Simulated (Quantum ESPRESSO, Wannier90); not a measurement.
CdSe (zinc blende), plane waves to Wannier functions

```
CELL_PARAMETERS angstrom
      0.00000     3.07027     3.07027
      3.07027     0.00000     3.07027
      3.07027     3.07027     0.00000
ATOMIC_POSITIONS crystal
  Cd 0.00000 0.00000 0.00000
  Se 0.25000 0.25000 0.25000
```

Cell from Materials Project (mp-2691), symmetrised, no further relaxation. Not found in the COD (Crystallography Open Database) copy used, which has the formula in other groups; not checked further. Computed values, not measurements, from PBE: Quantum ESPRESSO (norm-conserving PseudoDojo potentials, cutoff 82 Ry, no spin polarisation, no spin-orbit coupling) on a Γ-centred 4×4×4 mesh, then Wannier90. Density: 10×10×10 mesh, Gaussian smearing 0.01 Ry. Spin-orbit coupling, left out, would split the p-like bands by a few tenths of an eV.

Functional, cutoff and mesh named above are those of the base row (1); the first column says what each row takes instead. Model: 4 functions from bands 10,16-18, start SCDM (isolated) (the valence bands). Energies are relative to the valence-band maximum; the misfit is to pw.x on a path, for all bands of the set. The lattice is scaled uniformly, fractional positions fixed. Ω_total can sit in another minimum from row to row; Ω_I of an isolated set cannot.

```csv
scale,Ω_I (Å²),Ω_total (Å²),rms misfit (meV),gap (eV),bottom of band 10 (eV)
0.98,7.55,8.02,72,0.67,-12.78
0.99,7.52,8.00,72,0.61,-12.60
1,7.49,7.98,71,0.55,-12.44
1.01,7.48,7.97,71,0.49,-12.28
1.02,7.47,7.98,71,0.43,-12.14
```
